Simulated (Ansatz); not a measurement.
**Collinear states of CuO$_{2}$**

These are results of Ansatz, DFT PBE+U, scalar-relativistic, plane waves, PAW, not measurements.

```
Cu O
1.0
     1.41261   -5.21075    0.00000
     1.41261    5.21075    0.00000
     0.00000    0.00000    4.34342
Cu O
2 4
Direct
  0.83275 0.16725 0.25000
  0.16725 0.83275 0.75000
  0.44851 0.55149 0.25000
  0.55149 0.44851 0.75000
  0.21103 0.78897 0.25000
  0.78897 0.21103 0.75000
```

```json
{"plane-wave cutoff": "420 eV", "Γ-centred k-mesh": "14×14×8", "occupation rule": "Gaussian smearing, 0.1 eV", "U_eff on Löwdin-orthogonalised atomic d orbitals": "Cu 4 eV", "list of starting moments (μB, in atom order)": "1 1 0 0 0 0", "check for lower electronic states after the SCF": "on"}
```

All runs keep this geometry, which isn't relaxed for the lowest state (largest force there 0.294 eV/Å, pressure 1.8 GPa) and needn't be a stable compound; relaxing each order can shift differences of a few meV. The large starts are 2.5 2.5 0 0 0 0 μB. Site moments are spin moments in atom-centred spheres that scale with the neighbour distance. The states are those that the runs reached from these starts; a lower one can exist. No antiferromagnetic start is among these.

```
                          start ends energy above lowest (meV/atom) site moments (μB) gap on mesh (eV) P (GPa)
                        no spin non-magnetic                            12.4                             none over 0.05             metal      0.4
                  ferromagnetic ferromagnetic                            0.00  Cu +0.12 (×2), O +0.45 (×2), O +0.29 (×2) metal      1.8
large parallel starting moments ferromagnetic                            0.00  Cu +0.12 (×2), O +0.45 (×2), O +0.29 (×2) metal      1.8
```

Cost: 3 runs of about 23 core-minutes in all, on Arm Neoverse V1 (shared hosts).